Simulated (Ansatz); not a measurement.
The elements of this relaxed trial crystal are hidden behind letters.

```
lattice vectors (Å)
   0.0000    3.1800    4.2477
   2.9910    0.0000    4.2477
   2.9910    3.1800    0.0000
fractional positions
X 0.8609 0.8609 0.1391
X 0.6686 0.6686 0.8314
X 0.1686 0.1686 0.3314
Z 0.8099 0.2415 0.7585
Z 0.2415 0.8099 0.1901
```

These are results of DFT PBE, scalar-relativistic, plane waves, PAW (Ansatz), not measurements. Cutoff 420 eV, Γ-centred 10×10×10 mesh (5-atom cell), Gaussian smearing of 0.10 eV, no spin polarisation.

```
Space group                                 : Fmm2 (No. 42)
Conventional cell                           : a = 5.982 Å, b = 6.360 Å, c = 8.495 Å
Volume per atom                             : 16.16 Å³
Density                                     : 4.96 g/cm³
Formation energy                            : −0.95 eV/atom
Gap on the 10×10×10 mesh of the 5-atom cell : 0 eV (a metal)
```

Energies are uncorrected and count from the elements' standard states at the same level.

**Question.** X is a p-block element of period 4 and Z is a p-block element of period 2. Which elements are they?

**Answer.** X = Ga, Z = O, so the formula is Ga3O2. Density times volume gives a mean mass of 4.96 × 16.16/1.6605 = 48.3 u per atom, and this set has 48.2 u. Around Ga on a site of symmetry mm2 lie 2 O at 1.96 Å; Ga on a site of symmetry 2 is surrounded by 2 O at 1.94 Å; O is surrounded by 3 Ga at 1.94–1.96 Å. Other sets within the hints have nearly the same mass, so mass alone doesn't settle it; this one was computed.

An odd number of electrons in the primitive cell allows no gap without spin; a larger cell or a magnetic state could open one. A structure relaxed within its symmetry needn't be a true minimum.
